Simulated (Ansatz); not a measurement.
Q: Name crystals whose computed values (DFT-r²SCAN in the program Ansatz with PAW potentials) fall in these windows: highest Γ mode, no LO–TO term (cm⁻¹) 320 to 470; B₀ by P(V) fit (GPa) 95 to 120.

A: 

```json
[
 {"crystal": "ScSi, Cmcm (Sc on 4c, Si on 4c)", "highest Γ mode, no LO–TO term (cm⁻¹)": "393", "B₀ by P(V) fit (GPa)": "107"},
 {"crystal": "TiAl, P-6m2 (Ti on 1a, Al on 1d)", "highest Γ mode, no LO–TO term (cm⁻¹)": "350", "B₀ by P(V) fit (GPa)": "112"},
 {"crystal": "La2O3, La2O3 or Ni2Al3 type", "highest Γ mode, no LO–TO term (cm⁻¹)": "441", "B₀ by P(V) fit (GPa)": "116"}
]
```
Others may fit too.

Not the usual ambient phase: TiAl, P-6m2 (Ti on 1a, Al on 1d). Standing as an ambient phase not checked: ScSi, Cmcm (Sc on 4c, Si on 4c). Perhaps ordered models of mixed-site phases: TiAl, P-6m2 (Ti on 1a, Al on 1d). All cells were relaxed under the symmetry of their starts (and spin orders); stability against distortions was not tested throughout. Rows with no word on spin ran without spin polarisation. Spin–orbit coupling is left out wherever it is not named.

Potentials: the earlier of the program's two PAW sets.
